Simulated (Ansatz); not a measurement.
Clean, relaxed (001) surface of Al, space group P6_3/mmc (No. 194) (top face towards +c; atoms held fixed, by place in the list: 1, 2, 3, 4):

```yaml
crystal:
  lattice:
    - [2.83628, 0.00000, 0.00000]
    - [-1.41814, 2.45629, 0.00000]
    - [0.00000, 0.00000, 35.64430]
  atoms:
    - { symbol: Al, position: [0.33333, 0.66667, 0.23847] }
    - { symbol: Al, position: [0.00000, 0.00000, 0.30385] }
    - { symbol: Al, position: [0.66667, 0.33333, 0.36923] }
    - { symbol: Al, position: [0.00000, 0.00000, 0.43462] }
    - { symbol: Al, position: [0.33333, 0.66667, 0.49945] }
    - { symbol: Al, position: [0.00000, 0.00000, 0.56426] }
    - { symbol: Al, position: [0.66667, 0.33333, 0.63010] }
    - { symbol: Al, position: [0.00000, 0.00000, 0.69533] }
    - { symbol: Al, position: [0.33333, 0.66667, 0.76137] }
```

Theory: DFT PBEsol, scalar-relativistic, plane waves, PAW (Ansatz 0.2.0). Cutoff 420 eV; k points 12×12×1 on the computed 9-atom cell (Γ-centred); Gaussian smearing, width 0.10 eV; no spin polarisation. The cell repeats along c with a dipole correction in the vacuum.

O (atom) is adsorbed on the top face, one adsorbate per 7.0 Å², and relaxed from 3 starting sites (fractions of a and b). E_ads counts from the clean slab and the free adsorbate (spin-polarised where it has unpaired electrons); negative means bound. Heights count from the highest slab atom after relaxation. Δφ is the top face's. Δp counts per cell along +c. Bonded neighbours lie within 1.25 times the sum of covalent radii (1.35 for H) and, on that scale, within 12 % of the closest. With the adsorbate the cell is lengthened along c to keep the vacuum.

```csv
start,ends at,E_ads (eV),height (Å),shortest contact,Δφ (eV),Δp (e·Å)
"top (Al) at (0.33, 0.67)","(0.33, 0.67), 1 bonded neighbour (Al)",-3.58,1.68,O–Al 1.68 Å,+5.65,-0.218
"hollow (Al-Al-Al) at (0.00, 0.00)","(0.00, 0.00), 3 bonded neighbours (Al)",-8.02,0.74,O–Al 1.80 Å,+0.61,-0.025
"bridge (Al-Al) at (0.83, 0.67)","(0.67, 0.34), 3 bonded neighbours (Al)",-8.20,0.73,O–Al 1.79 Å,+0.88,-0.035
```

Among the sites tried, the lowest end comes from the bridge (Al-Al) at (0.83, 0.67) start; other sites may lie lower.

Each end is the local minimum or symmetric point that its start leads to. This isn't the usual crystal structure of Al.

Spin polarisation was left out, and a magnetic state may lie lower.